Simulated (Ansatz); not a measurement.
VO$_{2}$ (rutile)

```xyz
6
Lattice="4.5362 0.0000 0.0000 0.0000 4.5362 0.0000 0.0000 0.0000 2.8023" Properties=species:S:1:pos:R:3 pbc="T T T"
V      0.0000     0.0000     0.0000
V      2.2681     2.2681     1.4012
O      1.3563     1.3563     0.0000
O      3.6244     0.9118     1.4012
O      0.9118     3.6244     1.4012
O      3.1800     3.1800     0.0000
```

This relaxed cell (volume V₀) is scaled evenly in all directions, its shape held. The atoms relax within the cell's symmetry.

All values below come from PBEsol (plane waves to 420 eV, PAW, scalar-relativistic; Ansatz, a first-principles code). k mesh 10×10×17 (Γ-centred), Fermi-Dirac smearing 0.05 eV. E stands for the smeared free energy. With the shape held, the modulus is that of even scaling; a crystal free to change shape is softer. Relaxed VO2 ends ferromagnetic. This is a high-temperature form of VO2. VO2 is run spin-polarised and with no Hubbard U. VO2 was relaxed with its symmetry unable to fall. The magnetic order is the one the run started from; other orders were not tried. The zero of ΔE is the relaxed starting cell. The last digit holds for this mesh only.

| V (Å³/atom) | ΔE (meV/atom) |
|---|---|
| 8.650 | 90.4 |
| 8.890 | 48.3 |
| 9.130 | 20.5 |
| 9.370 | 4.9 |
| 9.611 | 0.0 |
| 9.851 | 4.4 |
| 10.091 | 16.9 |
| 10.332 | 36.4 |
| 10.572 | 61.6 |

### Question
What is the fitted pressure derivative B₀′?

### Answer
4.7.

### Question
What bulk modulus at fixed cell shape B₀ follows from a third-order Birch-Murnaghan fit?

### Answer
246 GPa. Check by three points about V = 9.611 Å³/atom, step 0.481: d²E/dV² ≈ (20 − 2·0 + 17) meV / 0.481² = 0.160 eV/Å⁶, and V·d²E/dV² × 160.2 = 247 GPa.

(Under strain, the slope of the energy per volume gives the stress and its curvature an elastic modulus.)
